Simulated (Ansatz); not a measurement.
Theory: DFT PBE, scalar-relativistic, plane waves, PAW in Ansatz 0.2.0. All cells share a 420 eV cutoff and Γ-centred k meshes spaced at most about 0.3 Å⁻¹ (about 0.25 or finer for metals, 2π included). No spin polarisation in the final relaxations.

All energies are static (0 K, no zero-point motion).

Two forms of ZrO5 were relaxed alike.

A.

```xyz
6
Lattice="3.8312 0.0000 0.0000 -1.9156 3.3179 0.0000 0.0000 0.0000 4.9488" Properties=species:S:1:pos:R:3 pbc="T T T"
Zr    0.0000    0.0000    2.4744
O     2.9180    0.0000    0.0000
O     0.4566    0.7908    0.0000
O    -1.4590    2.5271    0.0000
O     1.9156    1.1060    2.4744
O     0.0000    2.2119    2.4744
```

B.

```xyz
6
Lattice="2.8790 0.0000 0.0000 0.0000 2.8790 0.0000 0.0000 0.0000 10.6614" Properties=species:S:1:pos:R:3 pbc="T T T"
Zr    1.4395    1.4395    0.0000
O     1.4395    1.4395    4.7021
O     1.4395    1.4395    5.9593
O     0.0000    0.0000    1.1112
O     0.0000    0.0000    9.5502
O     0.0000    0.0000    5.3307
```

Question: Which would you expect to be lower, and how large is the difference?

Answer: A is lower, by 249 meV/atom. A has space group P-62m (No. 189), 10.5 Å³/atom and no gap on its mesh; B has space group P4/mmm (No. 123), 14.7 Å³/atom and no gap. Counting O atoms around Zr (those within 1.25 times the shortest such distance or 1.15 times the sum of covalent radii; a plus sign parts nearer from farther groups), A has Zr 6+6 and B has Zr 8. A holds O–O units of three or more atoms (shortest 1.58 Å); B holds O–O pairs (shortest 1.26 Å, as in O₂). Both come from invented guesses. A third cell relaxed alike, in P6/mmm, lies 0.45 eV/atom below the lower of the two.

No dispersion correction is applied, so the spacing and binding between layers, chains or molecules are poorly described (P4/mmm), and this can change margins and order among such cells. Cells relaxed within their symmetry can be saddle points.
